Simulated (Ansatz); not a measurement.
Question: Sc (hcp (Mg type), P6_3/mmc) is relaxed with PBE+D3(BJ) (plane waves, PAW; program Ansatz). What lattice parameters of the conventional cell result?

Answer: a = 3.268 Å, c = 5.071 Å.

The cell was relaxed with PBE+D3(BJ) under the symmetry of its start. The run is not spin-polarised. The pairwise dispersion correction was not fitted to metals. Axis ratios of metals converge slowly with the k-mesh, so a and c are less sure than the volume.

Potentials: the earlier of the program's two PAW sets.
